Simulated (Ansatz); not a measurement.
Given:

ScGa:
```cif
data_Ga4Sc4
_chemical_formula_sum 'Sc4 Ga4'
_space_group_name_H-M_alt 'Cmcm'
_space_group_IT_number 63
_space_group_name_Hall '-C 2c 2'
_cell_length_a 4.04875
_cell_length_b 10.17037
_cell_length_c 3.86840
_cell_angle_alpha 90.000
_cell_angle_beta 90.000
_cell_angle_gamma 90.000
loop_
_atom_site_label
_atom_site_type_symbol
_atom_site_symmetry_multiplicity
_atom_site_Wyckoff_symbol
_atom_site_fract_x
_atom_site_fract_y
_atom_site_fract_z
_atom_site_occupancy
Sc1 Sc 4 c 0.00000 0.13775 0.75000 1
Ga1 Ga 4 c 0.00000 0.58065 0.25000 1
```
(The calculation used a cell of 4 atoms; values per cell refer to that cell.)

This is the r²SCAN-relaxed structure.

### Question
All from the program Ansatz at the r²SCAN level (PAW), unless another level is named. Predict the density of states at the Fermi level.

### Answer
0.85 states/eV per atom (mean over ±0.08 eV).

### Question
Predict the formation energy from the elements (no fitted shifts).

### Answer
-0.70 eV/atom.

The workflow started from a Materials Project entry (that database holds measured and hypothetical structures alike); the Crystallography Open Database files this formula in space group No. 63, but the cells were not matched. Its standing as an ambient phase is unchecked. Symmetry was held in the r²SCAN relaxation; its stability against distortions is not shown here. The run is not spin-polarised. The references are the lowest solids computed at this level, not always the standard phases. Spin–orbit coupling is left out wherever it is not named.

Potentials: the later of the program's two PAW sets.
